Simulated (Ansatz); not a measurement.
Input and command of a plane-wave DFT calculation in Ansatz:

```yaml
crystal:
  lattice:
    - [2.514800812, 1.4519209257, 3.9905303673]
    - [-2.514800812, 1.4519209257, 3.9905303673]
    - [0.0, -2.9038418515, 3.9905303673]
  atoms:
    - { symbol: Zr, position: [0.629796, 0.629796, 0.629796] }
    - { symbol: Zr, position: [0.370204, 0.370204, 0.370204] }
    - { symbol: V, position: [0.0, 0.0, 0.0], spin: 2.0 }
    - { symbol: Ni, position: [0.0, 0.5, 0.0], spin: 2.0 }
    - { symbol: Ni, position: [0.5, 0.0, 0.0], spin: 2.0 }
    - { symbol: Ni, position: [0.0, 0.0, 0.5], spin: 2.0 }
basis:
  ecutwfc: 500
kpoints:
  mp_grid: { grid: [6, 6, 6] }
hamiltonian:
  xc: r2scan
scf:
  occupations: { method: gaussian, width: 0.1 }
  lower_state_search: "off"
output:
  forces: true
  stress: true
  eigenvalues: true
  populations: true
magnetization:
  spin_polarized: true
```

```bash
ansatz run input.yaml --threads 1 --pin off --max-ram 2560MiB --backend cpu --events-out ev --progress --plain --runs-dir out
```

Processor: Arm Neoverse V2, 1 thread, on a host shared with other jobs.

Task: Estimate time, memory and problem size.

Result: About 120 s on 1 thread of Arm Neoverse V2, on a shared host, peak memory 0.79 GiB. It solves 60 bands at 32 k points (the mesh reduced by the symmetry that the task leaves, which can be less than the crystal's) with about 2199 plane waves, in 31 SCF iterations.
